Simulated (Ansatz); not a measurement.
GaN:
```xyz
2
Lattice="-1.4265 1.4265 2.4695 1.4265 -1.4265 2.4695 1.4265 1.4265 -2.4695" Properties=species:S:1:pos:R:3 pbc="T T T"
Ga     0.0000     0.0000     3.7350
N      0.0000     0.0000     1.7720
```

Relaxed with r²SCAN. Independent-particle spectrum: no excitons, no local fields, no scissors shift; 0.1 eV broadening; ε₁ of the summed bands alone.

Problem. Tabulate the dielectric function from r²SCAN in the plane-wave PAW code Ansatz.

Solution. 

| E (eV) | ε₁ xx | ε₂ xx | ε₁ zz | ε₂ zz |
|---|---|---|---|---|
| 0.0 | 6.83 | 0.00 | 6.21 | 0.00 |
| 0.4 | 6.85 | 0.00 | 6.23 | 0.00 |
| 0.8 | 6.92 | 0.00 | 6.29 | 0.00 |
| 1.2 | 7.05 | 0.00 | 6.41 | 0.00 |
| 1.6 | 7.23 | 0.00 | 6.58 | 0.00 |
| 2.0 | 7.51 | 0.00 | 6.85 | 0.00 |
| 2.4 | 7.97 | 0.00 | 7.40 | 0.03 |
| 2.8 | 8.73 | 0.55 | 7.76 | 0.71 |
| 3.2 | 8.89 | 1.01 | 7.99 | 0.97 |
| 3.6 | 9.33 | 1.33 | 8.76 | 1.98 |
| 4.0 | 9.98 | 1.84 | 8.20 | 2.78 |
| 4.4 | 11.03 | 2.55 | 7.95 | 3.15 |
| 4.8 | 12.17 | 4.80 | 7.88 | 3.51 |
| 5.2 | 11.32 | 8.19 | 7.89 | 3.95 |
| 5.6 | 8.89 | 10.04 | 7.89 | 4.40 |
| 6.0 | 5.79 | 10.20 | 8.24 | 4.67 |
| 6.4 | 5.50 | 9.19 | 10.08 | 5.80 |
| 6.8 | 4.64 | 10.45 | 7.83 | 11.45 |
| 7.2 | 1.03 | 9.67 | 1.70 | 11.56 |
| 7.6 | 1.49 | 7.73 | 1.16 | 7.96 |
| 8.0 | 1.20 | 7.62 | 0.57 | 7.07 |
| 8.4 | 1.88 | 7.54 | 1.14 | 5.62 |
| 8.8 | -0.74 | 8.22 | 1.92 | 5.52 |
| 9.2 | -0.83 | 6.07 | 2.34 | 5.94 |
| 9.6 | -1.22 | 6.46 | 1.06 | 7.01 |
| 10.0 | -0.53 | 4.92 | 3.38 | 6.68 |
| 10.4 | -1.15 | 6.62 | -1.48 | 8.77 |
| 10.8 | -1.85 | 4.36 | -2.44 | 5.73 |
| 11.2 | -1.40 | 3.63 | -2.04 | 4.44 |
| 11.6 | -0.54 | 3.07 | -1.10 | 3.81 |
| 12.0 | 0.32 | 3.65 | -1.31 | 3.75 |

Problem. From ε at 2.7 eV (xx: 8.66 + 0.30i), find n, k, the normal reflectivity and the absorption coefficient.

Solution. n = 2.94, k = 0.051, R = 24 %, α = 2kE/ħc = 14000 cm⁻¹.

With all bands, ε∞ without local fields is 6.99 (xx = yy), 6.38 (zz). DFPT, with local fields, gives 7.12 (xx = yy), 6.47 (zz).

Space group I4mm. The first step of the workflow began from a Materials Project structure, measured or hypothetical; the Crystallography Open Database copy checked does not list it. It is not the phase usual at ambient conditions (space group No. 186, 216). Symmetry was held in the r²SCAN relaxation; of distortions, only those at the zone centre were tested. Scalar-relativistic: spin–orbit coupling is off unless named, which matters more the heavier the elements.

Potentials: the earlier of the program's two PAW sets.
